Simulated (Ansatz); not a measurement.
Relaxed-ion elastic tensor of TaN in space group P-6m2 (No. 187; Ta on 1b, N on 1e) in GPa (Voigt order), plane-wave PAW PBEsol (Ansatz code); density 15.23 g/cm³, 10.63 Å³ per atom.

```
673  217  160  0.0  0.0  0.0
217  673  160  0.0  0.0  0.0
160  160  856  0.0  0.0  0.0
0.0  0.0  0.0  255  0.0  0.0
0.0  0.0  0.0  0.0  255  0.0
0.0  0.0  0.0  0.0  0.0  228
```

Task: Is the crystal mechanically stable?

Result: Yes: the smallest eigenvalue of C is 228 GPa.

Task: Work out the Voigt, Reuss and Hill averages.

Result: K_V = 364, K_R = 362, K_H = 363; G_V = 258, G_R = 254, G_H = 256 GPa.

Task: Give Young's modulus, Poisson's ratio, Pugh's ratio and the universal anisotropy index.

Result: E = 9KG/(3K + G) = 622 GPa; ν = 0.21; K/G = 1.42 (brittle by the Pugh limit of 1.75); A_U = 5G_V/G_R + K_V/K_R − 6 = 0.10.

Task: Estimate the sound speeds and the Debye temperature.

Result: v_l = √((K + 4G/3)/ρ) = 6800 m/s, v_t = √(G/ρ) = 4100 m/s, mean 4530 m/s; Θ = (h/k)(3n/4πV)^(1/3) v_m = 614 K.

Task: How much does each axis shrink under pressure?

Result: Linear compressibilities β_i = Σ_j S_ij (j = 1 to 3): x 0.98, y 0.98, z 0.80 per TPa.

The first step of the workflow began from a Materials Project structure, measured or hypothetical; the Crystallography Open Database files this formula in space group No. 187, but the cells were not matched. It is not the phase usual at ambient conditions (space group No. 189). The PBEsol relaxation kept the symmetry of its start; its stability against distortions is not shown here. The run is not spin-polarised. As this level gives no gap, shear constants depend on the k-mesh and smearing (Fermi–Dirac, 0.1 eV here). Spin–orbit coupling is left out wherever it is not named.

Potentials: the earlier of the program's two PAW sets. The files were generated under PBE; for other functionals the program regenerates the frozen cores, and for LDA and PBEsol the local potential too.
